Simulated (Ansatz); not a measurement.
This run works on a proposed trial structure, not on a known crystal.

Input and command of a plane-wave DFT calculation in Ansatz:

```yaml
crystal:
  lattice:
    - [-3.7527959221, 3.7527959221, 1.6494092402]
    - [3.7527959221, -3.7527959221, 1.6494092402]
    - [3.7527959221, 3.7527959221, -1.6494092402]
  atoms:
    - { symbol: Ti, position: [0.2231329982, 0.5904617162, 0.8135947144] }
    - { symbol: Ti, position: [0.5904617162, 0.7768670018, 0.3673287179] }
    - { symbol: Ti, position: [0.4095382838, 0.2231329982, 0.6326712821] }
    - { symbol: Ti, position: [0.7768670018, 0.4095382838, 0.1864052856] }
    - { symbol: Mo, position: [0.0, 0.0, 0.0] }
basis:
  ecutwfc: 420
kpoints:
  mp_grid: { grid: [10, 10, 10] }
hamiltonian:
  xc: pbe
scf:
  occupations: { method: gaussian, width: 0.1 }
output:
  forces: true
  stress: true
  eigenvalues: true
relax:
  adjacent_minimum: "off"
  f_tol: 0.01
  max_steps: 30
  cell: { stress_tol: 0.1, fix: [volume] }
```

```bash
ansatz run input.yaml --threads 1 --pin off --max-ram 2560MiB --backend cpu --events-out ev --progress --plain --runs-dir out
```

Processor: Arm Neoverse V2, 1 thread, on a host shared with other jobs.

**Question.** How long does it run, and how much memory does it take?

**Answer.** About 2.6 min, peak memory 0.66 GiB. It solves 38 bands at 144 k points (after reduction by symmetry) with about 1837 plane waves, in 35 SCF iterations over 5 ionic steps.
